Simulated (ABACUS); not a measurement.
Set-up for a self-consistent single point of Cd2SeS (P3m1, 8 atoms in the cell; from Materials Project mp-1226934, changed as shown).

```xyz
8
Lattice="4.3836 0.0000 0.0000 0.0000 7.5926 0.0000 0.0000 0.0000 7.1480" Properties=species:S:1:pos:R:3 pbc="T T T"
Cd     0.0000     0.0000     3.5042
Cd     0.0000     2.5309     0.0689
Cd     2.1918     3.7963     3.5042
Cd     2.1918     6.3272     0.0689
Se     0.0000     2.5309     4.4729
Se     2.1918     6.3272     4.4729
S      0.0000     0.0000     0.8748
S      2.1918     3.7963     0.8748
```

Level of theory: LDA (PW92), numerical atomic orbitals DZP (confined pseudo-atomic orbitals with Gaussian additions; energy shift 0.01 Ry), PseudoDojo 0.4 standard norm-conserving LDA (tails mended) pseudopotentials in ABACUS.

ABACUS settings:

- basis: DZP numerical atomic orbitals, energy shift 0.01 Ry
- KPT: Gamma 4 2 2 0 0 0
- basis_type: lcao
- dft_functional: PWLDA
- ecutwfc: 100 Ry
- smearing_method: fd
- smearing_sigma: 0.00146997 Ry
- potentials: PseudoDojo 0.4 standard norm-conserving LDA (tails mended)
- symmetry: 1
- ks_solver: genelpa
- scf_nmax: 100
- scf_thr: 1.0e-07
- mixing_type: broyden
- mixing_beta: 0.7

Results:

* **Number of valence electrons**: 124
* **Number of bands**: 75
* **Number of k-points after the program's reduction**: 12
* **Size of the basis**: 180
* **Number of SCF iterations**: 11
* **Free energy E − TS**: -26277.3647 eV
* **Top of the valence band (on the code's own zero)**: 5.71 eV
* **Gap on the k-point mesh**: 0.38 eV
* **Pressure**: -7.44 GPa

Stress (GPa, positive for compression):
```
-7.33   0.00   0.00
 0.00  -7.46   0.00
 0.00   0.00  -7.53
```

Gaps are taken between levels on the mesh.

For comparison: a first run was changed to give this one (lattice scaled by 1.02), and from it to this one the free energy rises by 68.5 meV/atom, the pressure goes from -5.20 to -7.44 GPa and the gap on the mesh goes from 0.539 to 0.376 eV.

The atom-centred basis is finite, which shifts total energies, pressures and gaps against plane waves. The structure comes from a collection of computed structures, made at another level of theory; the collection holds predicted forms beside known ones.

Cost on one core: around 24 core-seconds (rough).

The atomic orbitals were generated for these runs; they are not ABACUS's published sets and were checked against plane waves on a few crystals only.

“Tails mended”: in these copies of the files the far tail of each local potential was reset to the Coulomb form.
